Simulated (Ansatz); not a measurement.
HfO2:
```
CELL_PARAMETERS angstrom
      0.00000     2.54904     2.54904
      2.54904     0.00000     2.54904
      2.54904     2.54904     0.00000
ATOMIC_POSITIONS crystal
  Hf 0.00000 0.00000 0.00000
  O  0.75000 0.75000 0.75000
  O  0.25000 0.25000 0.25000
```

Relaxed with PBE. Special points in fractions of this cell's reciprocal vectors: Γ (0.000, 0.000, 0.000); X (0.500, 0.000, 0.500); U (0.625, 0.250, 0.625); K (0.375, 0.375, 0.750); L (0.500, 0.500, 0.500); W (0.500, 0.250, 0.750).

List the band energies nearest the valence-band maximum at these points for DFT-PBE in the program Ansatz with PAW potentials.

In eV from the valence-band maximum; about four levels below and three above (degenerate sets whole), none deeper than 8.9 eV; points with the same levels are listed once.

```json
[
 {"k": "Γ", "below": "-5.29 -5.29 -5.29 -0.61 -0.61 -0.61", "above": "3.85 3.85 5.65"},
 {"k": "X", "below": "-3.44 -3.44 -1.55 -1.55 0.00", "above": "3.75 5.42 6.49"},
 {"k": "U", "below": "-3.32 -2.24 -1.34 -0.33", "above": "4.27 5.35 6.78"},
 {"k": "L", "below": "-3.07 -2.69 -1.82 -1.82", "above": "4.55 4.55 6.84"},
 {"k": "W", "below": "-2.56 -2.56 -1.42 -0.20", "above": "4.75 5.08 6.94 6.94"}
]
```

Space group Fm-3m (fluorite). This is a known high-temperature phase of the composition, computed here at zero pressure and temperature. Symmetry was held in the PBE relaxation; whether a distortion lowers the energy is not shown. No spin polarisation was allowed. Spin–orbit coupling is left out wherever it is not named.

Potentials: the earlier of the program's two PAW sets.
